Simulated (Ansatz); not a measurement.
Level of theory: DFT PBE, scalar-relativistic, plane waves, PAW in Ansatz 0.2.0. All cells share a 420 eV cutoff and Γ-centred k meshes spaced at most about 0.3 Å⁻¹ (about 0.25 or finer for metals, 2π included). No spin polarisation in the final relaxations.

Temperature and zero-point effects are left out.

Two forms of Nb3C were relaxed alike.

1.

```xyz
4
Lattice="3.8770 0.0000 0.0000 0.0000 3.8770 0.0000 0.0000 0.0000 3.8770" Properties=species:S:1:pos:R:3 pbc="T T T"
Nb    1.9385    1.9385    0.0000
Nb    1.9385    0.0000    1.9385
Nb    0.0000    1.9385    1.9385
C     0.0000    0.0000    0.0000
```

2.

```xyz
8
Lattice="5.3558 0.0000 0.0000 -2.6779 4.6383 0.0000 0.0000 0.0000 4.7414" Properties=species:S:1:pos:R:3 pbc="T T T"
Nb    1.3527    0.7810    3.5561
Nb    2.6779    3.0763    3.5561
Nb   -1.3252    3.8573    1.1854
Nb    1.3252    3.8573    1.1854
Nb    0.0000    1.5620    1.1854
Nb    4.0031    0.7810    3.5561
C     2.6779    1.5461    1.1854
C     0.0000    3.0922    3.5561
```

**Question.** Which form is favoured at zero pressure, and by what margin per atom?

**Answer.** Cell 1 is lower, by 43 meV/atom. Cell 1 has the Cu3Au (L1_2) type, space group Pm-3m (No. 221), 14.6 Å³/atom and no gap on its mesh; cell 2 has the Ni3Sn (D0_19) type, space group P6_3/mmc (No. 194), 14.7 Å³/atom and no gap. Even the lower one lies +0.72 eV/atom against the reference forms of the elements (uncorrected), so neither is stable at this level. In cell 1, Nb has 4 C at 2.74 Å and 8 Nb at 2.74 Å; around C lie 12 Nb at 2.74 Å. In cell 2, around Nb lie 8 Nb at 2.65–2.84 Å and 4 C at 2.68–2.82 Å; C is surrounded by 12 Nb at 2.68–2.82 Å. Both come from invented guesses. A third cell relaxed alike, in P6_3/m, lies 0.69 eV/atom below the lower of the two.

Cells relaxed within their symmetry can be saddle points.
